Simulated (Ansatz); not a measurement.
# Eu vacancy in EuAl4Si2Rh, calculated

Level of theory: PBEsol, collinear spin, scalar-relativistic; Ansatz, plane waves to 420 eV (PAW set soft_2), k-mesh 4×4×3 shifted by half a step.

The relaxed host crystal (no gap at this level of theory):

```
Eu Al Si Rh
1.0
     4.14593    0.00000    0.00000
     0.00000    4.14593    0.00000
     0.00000    0.00000    8.18509
Eu Al Si Rh
1 4 2 1
Direct
  0.00000 0.00000 0.50000
  0.00000 0.50000 0.16912
  0.50000 0.00000 0.16912
  0.00000 0.50000 0.83088
  0.50000 0.00000 0.83088
  0.50000 0.50000 0.35846
  0.50000 0.50000 0.64154
  0.00000 0.00000 0.00000
```

Supercell of 16 atoms, rows of the matrix [[1,-1,0],[1,1,0],[0,0,1]] times the cell vectors; Eu vacancy at (0.000, 0.000, 0.500) in fractions of the cell above. Atoms are relaxed at the host's cell, from a start shaken by 0.03 Å near the defect. The cell loses 1 of its 2 Eu, so this is a heavily defective crystal.

How does the lattice relax around the defect?

Nearest atoms to the empty Eu site: in the perfect crystal Si 3.15 Å, Si 3.15 Å, Si 3.15 Å, Si 3.15 Å, Al 3.41 Å, Al 3.41 Å, Al 3.41 Å, Al 3.41 Å; relaxed Si 3.15 Å, Si 3.15 Å, Si 3.15 Å, Si 3.15 Å, Al 3.36 Å, Al 3.36 Å, Al 3.36 Å, Al 3.37 Å.

```json
{"charge": "0", "moment of the cell (μB)": "6.95", "gap of the cell on the mesh (eV)": "0.00"}
```

At charge 0 the unpaired electrons sit on atoms with moments (μB): 1 Eu of 6.68.

Formation energy of the neutral defect: 3.42 eV, taking atoms from and to the elements' standard states (no corrections for gases), so it belongs to those chemical potentials alone.

Caveats: 4f shell without a U, which puts 4f levels too near the Fermi level; open f or d shells may hold a state above the lowest; small supercell, so energies and levels can be off by tenths of an eV; one random start near the defect, so other minima are possible.
